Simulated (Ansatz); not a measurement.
N2 on a (111) slab of Rh (Fm-3m (No. 225)), 3 planes, outer planes Rh (top) and Rh (bottom), 1 a cell of 24.9 Å², relaxed and still whole (its atoms last):

```yaml
crystal:
  lattice:
    - [5.36480, 0.00000, 0.00000]
    - [-2.68240, 4.64605, 0.00000]
    - [0.00000, 0.00000, 23.15664]
  atoms:
    - { symbol: Rh, position: [0.33333, 0.16667, 0.34547] }
    - { symbol: Rh, position: [0.33333, 0.66667, 0.34547] }
    - { symbol: Rh, position: [0.83333, 0.16667, 0.34547] }
    - { symbol: Rh, position: [0.83333, 0.66667, 0.34547] }
    - { symbol: Rh, position: [0.66526, 0.33050, 0.43899] }
    - { symbol: Rh, position: [0.66526, 0.83471, 0.43899] }
    - { symbol: Rh, position: [0.16667, 0.33331, 0.43763] }
    - { symbol: Rh, position: [0.16946, 0.83471, 0.43899] }
    - { symbol: Rh, position: [0.00062, 0.49936, 0.53032] }
    - { symbol: Rh, position: [0.00061, 0.00119, 0.53032] }
    - { symbol: Rh, position: [0.49878, 0.49936, 0.53033] }
    - { symbol: Rh, position: [0.50000, 0.99998, 0.53857] }
    - { symbol: N, position: [0.49996, 0.99978, 0.62184] }
    - { symbol: N, position: [0.49993, 0.99961, 0.67014] }
```

All numbers below come from DFT PBE+D3(BJ), scalar-relativistic, plane waves, PAW in Ansatz 0.2.0. Cutoff 420 eV; k points 4×4×1 on the computed 14-atom cell (Γ-centred); Gaussian smearing, width 0.10 eV; no spin polarisation. A dipole correction removes the field between periodic images along c.

It binds with 0.71 eV a molecule against the clean slab and the free molecule (no zero-point or thermal terms); its shortest contact is N–Rh 1.93 Å. Take first-order desorption with no barrier to adsorption, no reaction on the face and an assumed prefactor of 10^13 s⁻¹.

**Question.** How long does a molecule stay at 400 K?

**Answer.** τ = ν⁻¹·exp(E/k_BT) with k_BT = 0.0345 eV: E/k_BT = 20.6, so τ ≈ 9×10^-5 s. At about one hit a site a second (10⁻⁶ mbar) the coverage is near τ × 1 s⁻¹, so a layer needs roughly 1×10^-2 mbar.

**Question.** Where does its peak lie in a desorption experiment heated at 2 K/s?

**Answer.** The peak obeys E/(k_B·T_p²) = (ν/β)·exp(−E/k_BT_p). Solving gives T_p ≈ 263 K (E/k_BT_p = 31.4). An error of 0.1 eV in E moves it by about 37 K, and larger molecules have larger prefactors, which lowers it.

**Question.** Is this physisorption or chemisorption?

**Answer.** The tightest contact, N–Rh 1.93 Å, is 0.91 times the sum of covalent radii, and deformation and lateral interaction add up to +0.12 eV. This is chemisorption.

The molecule may also break up before it leaves, which wasn't tried.